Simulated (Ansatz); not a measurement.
Input and command of a plane-wave DFT calculation in Ansatz:

```yaml
crystal:
  lattice:
    - [-1.44279332, 1.514932986, 1.37608145]
    - [1.44279332, -1.514932986, 1.37608145]
    - [1.44279332, 1.514932986, -1.37608145]
  atoms:
    - { symbol: Cu, position: [0.0, 0.0, 0.0] }
basis:
  ecutwfc: 500
kpoints:
  mp_grid: { grid: [24, 24, 24] }
hamiltonian:
  xc: r2scan
scf:
  occupations: { method: gaussian, width: 0.15 }
output:
  forces: true
  stress: true
  eigenvalues: true
```

```bash
ansatz run input.yaml --threads 1 --pin off --max-ram 2560MiB --backend cpu --events-out ev --progress --plain --runs-dir out
```

Processor: Intel(R) Xeon(R) Platinum 8488C (Sapphire Rapids), 1 thread, on a host shared with other jobs.

Problem. Estimate time, memory and problem size.

Solution. About 31 s on 1 thread of Intel(R) Xeon(R) Platinum 8488C (Sapphire Rapids), with other jobs on the host, peak memory 0.72 GiB. It solves 14 bands at 1963 k points (the mesh reduced by symmetry) with about 313 plane waves, in 6 SCF iterations.
